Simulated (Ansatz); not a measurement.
HfB$_{2}$:
```cif
data_B2Hf
_chemical_formula_sum 'Hf1 B2'
_space_group_name_H-M_alt 'P 1'
_space_group_IT_number 1
_cell_length_a 3.13590
_cell_length_b 3.13590
_cell_length_c 3.48073
_cell_angle_alpha 90.000
_cell_angle_beta 90.000
_cell_angle_gamma 120.000
loop_
_space_group_symop_operation_xyz
  'x, y, z'
loop_
_atom_site_label
_atom_site_type_symbol
_atom_site_fract_x
_atom_site_fract_y
_atom_site_fract_z
_atom_site_occupancy
Hf1 Hf 0.00000 0.00000 0.00000 1
B1 B 0.33333 0.66667 0.50000 1
B2 B 0.66667 0.33333 0.50000 1
```

Relaxed with r²SCAN.

Which orbitals make up the states near the Fermi level in r²SCAN in the plane-wave PAW code Ansatz?

Within 0.5 eV of the Fermi level: Hf 5d 71 %, B 2p 27 %. Projections are on Löwdin-orthogonalised atomic valence shells; empty p or d shells of many metals are not among them.

Tabulate the density of states.

States/eV per cell of 3 atoms, in 0.25 eV bins, energy from the Fermi level.

```csv
E (eV),total,Hf 5d,B 2p,B 2s
-7.85,0.56,0.10,0.30,0.11
-7.60,0.56,0.11,0.31,0.10
-7.35,0.57,0.11,0.33,0.09
-7.10,0.62,0.12,0.36,0.08
-6.85,0.74,0.14,0.45,0.08
-6.60,0.68,0.14,0.42,0.07
-6.35,0.60,0.12,0.39,0.05
-6.10,0.83,0.15,0.57,0.06
-5.85,1.08,0.19,0.76,0.06
-5.60,1.06,0.21,0.73,0.06
-5.35,1.03,0.23,0.69,0.06
-5.10,1.07,0.25,0.72,0.05
-4.85,1.18,0.29,0.79,0.04
-4.60,1.28,0.32,0.86,0.04
-4.35,1.68,0.48,1.09,0.03
-4.10,2.52,0.75,1.63,0.04
-3.85,1.70,0.50,1.12,0.03
-3.60,1.15,0.35,0.76,0.01
-3.35,1.54,0.51,0.97,0.01
-3.10,1.48,0.58,0.85,0.01
-2.85,1.00,0.54,0.43,0.01
-2.60,0.89,0.53,0.34,0.01
-2.35,0.87,0.56,0.29,0.01
-2.10,0.78,0.51,0.24,0.00
-1.85,0.68,0.46,0.20,0.00
-1.60,0.58,0.40,0.17,0.00
-1.35,0.48,0.34,0.13,0.00
-1.10,0.39,0.28,0.10,0.00
-0.85,0.29,0.21,0.07,0.00
-0.60,0.18,0.14,0.04,0.00
-0.35,0.13,0.10,0.03,0.00
-0.10,0.19,0.14,0.05,0.00
0.15,0.30,0.21,0.08,0.00
0.40,0.40,0.27,0.11,0.00
0.65,0.46,0.31,0.14,0.00
0.90,0.58,0.39,0.17,0.00
1.15,0.69,0.46,0.20,0.01
1.40,0.97,0.58,0.31,0.04
1.65,1.19,0.67,0.38,0.08
1.90,1.02,0.62,0.30,0.05
2.15,0.98,0.62,0.26,0.05
2.40,0.95,0.63,0.23,0.05
2.65,0.95,0.64,0.22,0.05
2.90,1.06,0.72,0.23,0.05
3.15,1.21,0.85,0.24,0.06
3.40,1.19,0.81,0.24,0.07
3.65,1.18,0.78,0.25,0.08
3.90,1.31,0.86,0.28,0.09
4.15,1.42,0.93,0.29,0.10
4.40,1.56,1.03,0.31,0.11
4.65,1.68,1.11,0.32,0.13
```

Space group P6/mmm. Symmetry was held in the r²SCAN relaxation; of distortions, only those at the zone centre were tested. The run is not spin-polarised. Spin–orbit coupling is left out wherever it is not named.

Potentials: the later of the program's two PAW sets.
